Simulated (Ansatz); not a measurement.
The cell is COD entry 9008473, as deposited and not checked against the literature; nothing was relaxed. The listed cell was then made from it by scaling, straining or moving an atom.

Li: DFT, PBEsol, PAW with Ansatz's default frozen-core files, scalar-relativistic (Ansatz 0.2.0). What sets it apart from a plain run of this crystal: zz strain of +2 %.

Command: `ansatz run input.yaml --threads 1 --pin off --max-ram 3072MiB --backend cpu --events-out ev --progress --plain --runs-dir out` The run took 1.4 s on 1 thread of Arm Neoverse V2, with other jobs on the host, peak memory 0.29 GiB.

```yaml
crystal:
  lattice:
    - [0.0, 2.202, 2.24604]
    - [2.202, 0.0, 2.24604]
    - [2.202, 2.202, 0.0]
  atoms:
    - { symbol: Li, position: [0.0, 0.0, 0.0] }
kpoints:
  mp_grid: { grid: [13, 13, 13] }
scf:
  occupations: { method: fermi_dirac, width: 0.08 }
hamiltonian:
  xc: pbesol
  pseudopotentials: { kind: paw }
output:
  forces: true
  stress: true
  eigenvalues: true
  efg: { contact_densities: true }
```

Output (standing set-up lines are left out):

```
Crystal: 1 atoms, lattice volume = 21.781 Å³
Symmetry: 16 space group operations
Space group: I4/mmm (ITA 139), of the structure as read, at distance tolerance 2.8e-5 Å
k-points: 196 of 2197
SCF iter   1: F=—  HF=-202.998448 eV  |F-HF|=—  |Δ(HF+E_count)|=         —  Δρ=1.38e-3  dr2=1.31e-4  ethr=1.77e-3  ⟨swp⟩=4.1  Hψ=8992  notcnv=0
preconditioner: auto → none  [metal: Δε(μ)=0.032 eV  Ē_g=10.066 eV  σ=0.080 eV  W_gap=0.10  n_scr=0 (ndim 8)  ℏωp=8.0 eV  f_vac=0.000  D(μ)=0.61/eV (n_scr^D=0)]
SCF iter   2: F=—  HF=-202.997967 eV  |F-HF|=—  |Δ(HF+E_count)|=   4.80e-4  Δρ=5.37e-4  dr2=1.99e-5  ethr=4.38e-6  ⟨swp⟩=2.2  Hψ=2977  notcnv=0
SCF iter   3: F=—  HF=-202.997886 eV  |F-HF|=—  |Δ(HF+E_count)|=   8.16e-5  Δρ=2.56e-5  dr2=1.15e-7  ethr=6.63e-7  ⟨swp⟩=2.0  Hψ=1479  notcnv=0
iter 4 did not close the SCF: its close was put off for the readings that it lacked (scf_convergence_deferred on its scf_iter line)
SCF iter   4: F=-202.997885 eV  HF=-202.997885 eV  |F-HF|=8.64e-10  |Δ(HF+E_count)|=   8.48e-7  Δρ=2.19e-6  dr2=6.22e-10  ethr=3.84e-9  ⟨swp⟩=2.0  Hψ=1469  notcnv=0
iter 5 did not close the SCF: its close was put off for the readings that it lacked (scf_convergence_deferred on its scf_iter line)
SCF iter   5: F=-202.997885 eV  HF=-202.997885 eV  |F-HF|=1.71e-13  |Δ(HF+E_count)|=  6.68e-10  Δρ=2.95e-8  dr2=1.07e-13  ethr=2.07e-11  ⟨swp⟩=2.4  Hψ=1456  notcnv=0
SCF iter   6: F=-202.997885 eV  HF=-202.997885 eV  |F-HF|=2.84e-14  |Δ(HF+E_count)|=  3.41e-13  Δρ=1.70e-9  dr2=2.21e-16  ethr=1.00e-12  ⟨swp⟩=1.1  Hψ=3003  notcnv=0
SCF 1 converged in 6 iterations: F = -202.997885 eV  dr2 = 2.21e-16
  greatest PAW one-centre occupation: 0.999 electrons in one spin orbital (limit 2), on the Li atom at site 0 (counted from 0), in its partial waves of l = 0
SCF converged after 6 iterations
Free energy (F): -202.997885 eV
Harris-Foulkes:  -202.997885 eV  (|F-HF|=2.84e-14)
Internal energy: -202.985438 eV  (E = F + TS)
E sigma→0 (E₀):  -202.991661 eV
Entropy (-TS):   -0.012447 eV (-12.447 meV/atom)
Fermi energy:    0.818577 eV
--- Per-component energies (eV) ---
  E_band       = -91.037559
  E_kinetic    = 20.936961
  E_local      = -134.160393  (includes V_loc(G=0)·N_el)
  E_nonlocal   = -33.227017
  E_hartree    = 39.838166
  E_xc         = -9.773913
  E_vxc        = -12.650179  (∫ρ·V_xc dr)
  E_paw        = -19.584011  (= ΣΔE_a)
  E_vpaw       = -11.613278  (= ΣTr[D̂ρ^β])
  E_aug_tail   = 0.000014  (compensation charges beyond the density's cutoff)
  E_ewald      = -67.015245
  E_smearing   = -0.012447  (= −TS)
  E_closure    = 0.000000  (closes the sum)
  Σ components = -202.997885   (vs F -202.997885, Δ=0.00e0)
--- Forces (eV/Å), atoms counted from 1 ---
  atom   1  Li     0.00000000     0.00000000    -0.00000000
  max |Σ_I F_I| component: 2.47e-32 eV/Å
--- Stress (GPa, compression-positive) ---
       -0.886632       0.000000       0.000000
        0.000000      -0.886632       0.000000
        0.000000       0.000000      -0.893132
  P = ⅓ Tr σ = -0.8888 GPa (-8.888 kbar)
--- PAW observables at the nuclei: V_zz in 10²¹ V/m², potentials from the cell's mean, atoms counted from 1 ---
  atom   1  Li V_zz =    -0.002285   η = 0.0000   by run symmetry: allowed
            electrostatic potential = -160.531324 V   contact ρ = 93.237616 e/Å³
--- Band table (eV; the first three rows and the last of 196) ---
  k-point 0: bands = ["-45.2616", "-2.6694", "14.4976", "14.4976", "14.5159", "18.1453"]
  k-point 1: bands = ["-45.2608", "-2.5663", "13.4163", "14.2654", "14.2893", "17.4862"]
  k-point 2: bands = ["-45.2585", "-2.2571", "11.2218", "13.7746", "13.8686", "17.5419"]
  k-point 195: bands = ["-45.2435", "2.2139", "5.0517", "8.1769", "9.1234", "12.0795"]
```
